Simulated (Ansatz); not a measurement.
Ga2O3:
```cif
data_Ga8O12
_chemical_formula_sum 'Ga8 O12'
_space_group_name_H-M_alt 'Cc'
_space_group_IT_number 9
_space_group_name_Hall 'C -2yc'
_cell_length_a 9.90996
_cell_length_b 5.69877
_cell_length_c 5.83535
_cell_angle_alpha 90.000
_cell_angle_beta 122.169
_cell_angle_gamma 90.000
loop_
_atom_site_label
_atom_site_type_symbol
_atom_site_symmetry_multiplicity
_atom_site_Wyckoff_symbol
_atom_site_fract_x
_atom_site_fract_y
_atom_site_fract_z
_atom_site_occupancy
Ga1 Ga 4 a 0.08401 0.09104 0.51217 1
Ga2 Ga 4 a 0.24346 0.43463 0.00784 1
O1 O 4 a 0.16782 0.13275 0.88428 1
O2 O 4 a 0.37449 0.49702 0.37396 1
O3 O 4 a 0.08870 0.35169 0.34680 1
```
(The calculation used a cell of 10 atoms; values per cell refer to that cell.)

This is the r²SCAN-relaxed structure.

Q: All from r²SCAN (plane waves, PAW; program Ansatz), unless another level is named. Give the electron effective mass.

A: 0.30, 0.33, 0.38 mₑ (principal values).

Q: Give the formation energy from the elements (no fitted shifts).

A: -1.93 eV/atom.

Q: Give the band gap.

A: 2.86 eV (direct).

Q: And the valence-band maximum?

A: at Γ.

The start of the workflow was typed in or built on a structure type; neither database checked (COD, Materials Project) lists it. It is not the phase usual at ambient conditions (space group No. 12, 167). The r²SCAN relaxation kept the symmetry of its start; whether a distortion lowers the energy is not shown. The references are the lowest solids computed at this level, not always the standard phases (solids in place of the gases). Spin–orbit coupling is left out wherever it is not named.

Potentials: the earlier of the program's two PAW sets.
